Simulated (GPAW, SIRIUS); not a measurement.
This is a calculation of Ta3AsAu2O13 for SIRIUS 7.12.0. The cell comes from a database or a generator and needn't be the stable form of this composition.

The input sirius.json:

```json
{
  "control": {
    "processing_unit": "cpu",
    "verbosity": 2,
    "num_bands_to_print": 107,
    "print_forces": true,
    "print_stress": true
  },
  "parameters": {
    "electronic_structure_method": "pseudopotential",
    "xc_functionals": ["XC_GGA_X_PBE", "XC_GGA_C_PBE"],
    "gk_cutoff": 9.2,
    "pw_cutoff": 18.4,
    "ngridk": [6, 6, 3],
    "shiftk": [0, 0, 0],
    "smearing": "fermi_dirac",
    "smearing_width": 0.0018374661,
    "num_bands": 107,
    "num_mag_dims": 0,
    "num_dft_iter": 100,
    "energy_tol": 1e-08,
    "density_tol": 1e-06
  },
  "iterative_solver": {
    "type": "davidson",
    "min_tolerance": 1e-10
  },
  "mixer": {
    "type": "anderson",
    "beta": 0.7,
    "max_history": 8
  },
  "settings": {
    "tol_ne": 1e-10,
    "pseudo_grid_cutoff": 6.5
  },
  "unit_cell": {
    "lattice_vectors": [
      [10.302862420505, 0.0, 0.0],
      [-5.151431210252, 8.922549767294, 0.0],
      [0.0, 0.0, 18.101724342313]
    ],
    "atom_coordinate_units": "lattice",
    "atom_types": ["Ta", "As", "Au", "O"],
    "atom_files": {
      "As": "As.json",
      "O": "O.json",
      "Ta": "Ta.json",
      "Au": "Au.json"
    },
    "atoms": {
      "Ta": [
        [0.0, 0.0, 0.19408],
        [0.0, 0.0, 0.80592],
        [0.66667, 0.33333, 0.0]
      ],
      "As": [
        [0.0, 0.0, 0.5]
      ],
      "Au": [
        [0.33333, 0.66667, 0.27428],
        [0.33333, 0.66667, 0.72572]
      ],
      "O": [
        [0.0, 0.0, 0.0],
        [0.23947, 0.97129, 0.36402],
        [0.02871, 0.26818, 0.36402],
        [0.73182, 0.76053, 0.36402],
        [0.23947, 0.97129, 0.63598],
        [0.02871, 0.26818, 0.63598],
        [0.73182, 0.76053, 0.63598],
        [0.38452, 0.33425, 0.85844],
        [0.66575, 0.05026, 0.85844],
        [0.94974, 0.61548, 0.85844],
        [0.38452, 0.33425, 0.14156],
        [0.66575, 0.05026, 0.14156],
        [0.94974, 0.61548, 0.14156]
      ]
    }
  }
}
```

Potentials or basis: PseudoDojo 0.4.1 PBE standard (scalar relativistic).

Launch:

```sh
$ upf_to_json As.upf
$ upf_to_json O.upf
$ upf_to_json Ta.upf
$ upf_to_json Au.upf
$ OMP_NUM_THREADS=4 sirius.scf --input=sirius.json --output=out.json --task=0
```

Task: Translate it to GPAW 26.7.0 (ASE script). Potentials or basis there: GPAW PAW data sets (gpaw-data 1.2.1), cutoff 800 eV.

Result: As run (cutoffs and basis follow the program's own potentials, and thresholds, step limits or extra output files can differ):

Contents of run.py:

```python
from ase import Atoms
from ase.dft.bandgap import bandgap
from ase.io import write
from ase.units import Bohr, GPa
from ase.parallel import parprint
from gpaw import GPAW, PW
from gpaw.elf import elf_from_dft_calculation

atoms = Atoms(['Ta', 'Ta', 'Ta', 'As', 'Au', 'Au', 'O', 'O', 'O', 'O', 'O', 'O', 'O', 'O', 'O', 'O', 'O', 'O', 'O'],
              cell=[[5.4520421034, 0.0, 0.0],
                    [-2.7260210517, 4.721606964, 0.0],
                    [0.0, 0.0, 9.57902]],
              scaled_positions=[[0.0, 0.0, 0.19408],
                                [0.0, 0.0, 0.80592],
                                [0.6666666667, 0.3333333333, 0.0],
                                [0.0, 0.0, 0.5],
                                [0.3333333333, 0.6666666667, 0.27428],
                                [0.3333333333, 0.6666666667, 0.72572],
                                [0.0, 0.0, 0.0],
                                [0.23947, 0.97129, 0.36402],
                                [0.02871, 0.26818, 0.36402],
                                [0.73182, 0.76053, 0.36402],
                                [0.23947, 0.97129, 0.63598],
                                [0.02871, 0.26818, 0.63598],
                                [0.73182, 0.76053, 0.63598],
                                [0.38452, 0.33425, 0.85844],
                                [0.66575, 0.05027, 0.85844],
                                [0.94973, 0.61548, 0.85844],
                                [0.38452, 0.33425, 0.14156],
                                [0.66575, 0.05027, 0.14156],
                                [0.94973, 0.61548, 0.14156]],
              pbc=True)

calc = GPAW(mode=PW(800),
            xc='PBE',
            kpts={'size': (6, 6, 3), 'gamma': True},
            occupations={'name': 'fermi-dirac', 'width': 0.05},
            nbands=121,
            convergence={'density': 1e-05, 'energy': 1e-05},
            maxiter=150,
            txt='gpaw.txt')
atoms.calc = calc
energy = atoms.get_potential_energy()
forces = atoms.get_forces()
stress = atoms.get_stress()
calc.write('gs.gpw')
write('result.traj', atoms)
parprint(f'Energy: {energy:.6f} eV')
parprint('Forces (eV/A):')
parprint(forces.round(4))
parprint('Stress (GPa):', (stress / GPa).round(3))
parprint('Fermi level:', round(calc.get_fermi_level(), 4), 'eV')
parprint(f'Gap: {bandgap(calc)[0]:.4f} eV, direct: {bandgap(calc, direct=True)[0]:.4f} eV')

# fields on the real-space grid
write('density.cube', atoms, data=calc.get_pseudo_density() * Bohr**3)
write('potential.cube', atoms, data=calc.get_electrostatic_potential())
write('elf.cube', atoms, data=elf_from_dft_calculation(calc).data)
```

Potentials or basis: GPAW PAW data sets (gpaw-data 1.2.1), pw.

The run is started by

```bash
$ OMP_NUM_THREADS=1 mpirun -n 8 gpaw python run.py
```

Both were run:

|  | SIRIUS | GPAW |
| --- | --- | --- |
| Pressure | -0.9 GPa | 1.3 GPa |

The potentials hold 170 and 144 valence electrons a cell.

Pressure is positive in compression.
